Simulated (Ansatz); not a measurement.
TaGa3 (Cu3Au type, space group No. 221), the program Ansatz at the r²SCAN level (PAW), all energies at zero smearing, with the estimated change up to a 700 eV cutoff added, with one set of potentials and settings (totals compare only within such a set). Cell of 4 atoms (3 Ga, 1 Ta): -21315.887 eV.

| element | reference phase | E (eV/atom) |
|---|---|---|
| Ga | Cmce, 4 atoms in the cell | -3790.2722 |
| Ta | Im-3m, 1 atoms in the cell | -9945.1755 |

Formation energy per atom, worked out: (-21315.887 − 3×(-3790.2722) − 1×(-9945.1755))/4 = 0.026 eV/atom (3 kJ per mol of atoms), at 0 K, without zero-point energy or fitted corrections.

Space group Pm-3m (Cu3Au type). A made-up cell: these elements were put on the sites of a structure type; neither database checked (COD, Materials Project) lists it. COD files the formula under space group No. 139, so this cell is another polymorph or a model. Whether it is the stable phase at ambient conditions was not checked. The r²SCAN relaxation kept the symmetry of its start. At this level the phase is mechanically unstable. The run is not spin-polarised. The references are the lowest solids computed at this level, not always the standard phases. Spin–orbit coupling is left out wherever it is not named.

Potentials: the earlier of the program's two PAW sets.
